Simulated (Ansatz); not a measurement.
MoPt2 (MoSi2 or CaC2 type, I4/mmm) under volume change, r²SCAN in the plane-wave PAW code Ansatz, shape and atoms relaxed at each volume.

| V (Å³/atom) | E − E(relaxed) (meV/atom) | P (GPa) |
|---|---|---|
| 14.081 | 132.3 | 33.41 |
| 14.546 | 55.2 | 20.24 |
| 15.010 | 13.0 | 9.21 |
| 15.474 | 0.0 | 0.00 |
| 15.938 | 11.5 | -7.70 |
| 16.402 | 43.3 | -14.10 |

**Question.** What does a third-order Birch–Murnaghan fit give for V₀, B₀ and B′?

**Answer.** V₀ = 15.47 Å³/atom, B₀ = 280 GPa, B′ = 5.0.

The cell is a constructed one: a structure type filled with these elements; neither database checked (COD, Materials Project) lists it. COD files the formula under space group No. 71, so this cell is another polymorph or a model. Whether it is the stable phase at ambient conditions was not checked. The r²SCAN relaxation kept the symmetry of its start; its stability against distortions is not shown here. No spin polarisation was allowed. Spin–orbit coupling is left out wherever it is not named.

Potentials: the earlier of the program's two PAW sets.
